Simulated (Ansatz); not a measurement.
Cu:
```xyz
2
Lattice="2.5107 0.0000 0.0000 -1.2554 2.1743 0.0000 0.0000 0.0000 4.1458" Properties=species:S:1:pos:R:3 pbc="T T T"
Cu     0.0000     1.4496     1.0364
Cu     1.2554     0.7248     3.1093
```

This is the PBEsol-relaxed structure. x, y and z are the axes in which the lattice vectors are written.

Question: All from PBEsol in the plane-wave PAW code Ansatz, unless another level is named. Predict the Debye temperature from the elastic constants.

Answer: 371 K.

Question: Predict the elastic constants (relaxed ions, GPa).

Answer: C11 = 258, C12 = 149, C13 = 100, C33 = 291, C44 = 46.4.

Space group P6_3/mmc (hcp (Mg type)). The workflow started from a Materials Project entry (that database holds measured and hypothetical structures alike); the Crystallography Open Database copy checked does not list it. It is not the phase usual at ambient conditions (space group No. 225). The cell was relaxed with PBEsol under the symmetry of its start; of distortions, only those at the zone centre were tested. The run is not spin-polarised. As this level gives no gap, shear constants depend on the k-mesh and smearing (Fermi–Dirac, 0.1 eV here). On the denser mesh and wider smearing of the elastic run this cell carries a stress of 0.6 GPa.

Potentials: the earlier of the program's two PAW sets.
